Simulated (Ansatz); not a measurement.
## Stability checks on a candidate for Sn2Se

The cell was found from a structure generator's guess, not taken from experiment.

Method: DFT PBE, scalar-relativistic, plane waves, PAW (Ansatz). Settings of the last relaxation (6-atom cell): 420 eV, 10×10×4 k points, Gaussian smearing of 0.10 eV, no spin polarisation.

```cif
data_structure
_symmetry_space_group_name_H-M 'P4/nmm:1'
_symmetry_Int_Tables_number 129
_cell_length_a 4.2645
_cell_length_b 4.2645
_cell_length_c 9.2791
_cell_angle_alpha 90.000
_cell_angle_beta 90.000
_cell_angle_gamma 90.000
_cell_volume 168.75
loop_
_atom_site_label
_atom_site_type_symbol
_atom_site_symmetry_multiplicity
_atom_site_Wyckoff_symbol
_atom_site_fract_x
_atom_site_fract_y
_atom_site_fract_z
_atom_site_occupancy
Sn1 Sn 2 c 0.50000 0.00000 0.66925 1
Sn2 Sn 2 c 0.50000 0.00000 0.02674 1
Se1 Se 2 c 0.50000 0.00000 0.36029 1
```

Energies over the elements count from the elements' standard structures at the same level, with no fitted energy shifts. The references include grey tin.

Q: These tests were run: energy against the elements; phonons on a 2×2×1 q mesh. What do they show?

A:

| test | result |
| --- | --- |
| energy against the elements | −0.21 eV/atom |
| phonons on a 2×2×1 q mesh | imaginary modes down to 25i cm⁻¹ |

It fails none of these tests outright. Other phases of the system weren't compared here, so this isn't yet thermodynamic stability. Undecided within the accuracy: phonons on a 2×2×1 q mesh.

The reference form of Se is held partly by dispersion forces, which this level lacks. The run for the phonons used a 10×10×4 k mesh and Fermi–Dirac smearing of 0.15 eV.
